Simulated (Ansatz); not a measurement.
AlNi$_{3}$: energy along a strain

AlNi$_{3}$, Fm-3m, a = 5.597 Å. The structure is a Materials Project entry; whether it is the stable form wasn't checked. Ansatz: PBEsol, PAW, 420 eV, Γ-centred 14×14×14 mesh on 4 atoms, Gaussian smearing 0.15 eV; no spin polarisation. Cell vectors (Å): 0.000 2.798 2.798; 2.798 0.000 2.798; 2.798 2.798 0.000. The cell is strained by x per cent times the pattern (1 -1 0 0 0 0) in the order xx yy zz yz xz xy (engineering shears), with fractional coordinates held. y is the free energy over the start, V0 = 10.957 Å³/atom. Symmetry makes y even in x. Points with a strain past 8.5 % were computed too (4) and aren't used here.

```
x (%) y (meV/atom)
-7.50          0.12
 0.00          0.00
 1.87         -0.63
 3.75         -1.71
 5.62             ?
```

Problem. Fit y = c2 x² + c4 x⁴ to the other rows, get the stiffness along the pattern, and predict the missing energy.

Solution. Least squares on the rows shown. y = −0.1654 x² + 0.002980 x⁴. The clamped-ion stiffness p·C·p = 2 × -1.654 eV × 160.2 / 10.957 Å³ = -48 GPa. At x = 5.62 the fit asked for gives -2.25 meV/atom. The run gave -1.91 meV/atom, so the fit is 0.34 meV/atom too low, 17 % of the span of the series, against an rms of 0.05 meV/atom on the fitted rows. With a term in x⁶ added, a fit to the same known rows (none to spare) predicts -1.54 meV/atom, which misses by about as much or more on the other side: the known rows don't fix the higher terms.

Cost: 9 runs of about 2.2 core-minutes in all, on Intel Xeon 6975P-C (Granite Rapids) (shared hosts).